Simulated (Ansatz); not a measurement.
C (fcc (Cu type), Fm-3m) under volume change, the program Ansatz at the PBE level (PAW), scaled uniformly.

```json
[
 {"V (Å³/atom)": "6.691", "E − E(relaxed) (meV/atom)": "28.9", "P (GPa)": "14.96"},
 {"V (Å³/atom)": "6.912", "E − E(relaxed) (meV/atom)": "12.3", "P (GPa)": "9.28"},
 {"V (Å³/atom)": "7.132", "E − E(relaxed) (meV/atom)": "3.0", "P (GPa)": "4.41"},
 {"V (Å³/atom)": "7.353", "E − E(relaxed) (meV/atom)": "0.0", "P (GPa)": "0.00"},
 {"V (Å³/atom)": "7.573", "E − E(relaxed) (meV/atom)": "2.9", "P (GPa)": "-4.14"},
 {"V (Å³/atom)": "7.794", "E − E(relaxed) (meV/atom)": "11.3", "P (GPa)": "-8.06"},
 {"V (Å³/atom)": "8.014", "E − E(relaxed) (meV/atom)": "24.8", "P (GPa)": "-11.52"}
]
```

Q: What does a third-order Birch–Murnaghan fit give for V₀, B₀ and B′?

A: V₀ = 7.35 Å³/atom, B₀ = 145 GPa, B′ = 2.0.

The cell is a constructed one: a structure type filled with these elements; neither database checked (COD, Materials Project) lists it. It is not the phase usual at ambient conditions (space group No. 194, 227). The PBE relaxation kept the symmetry of its start; whether a distortion lowers the energy is not shown.

Potentials: the later of the program's two PAW sets.
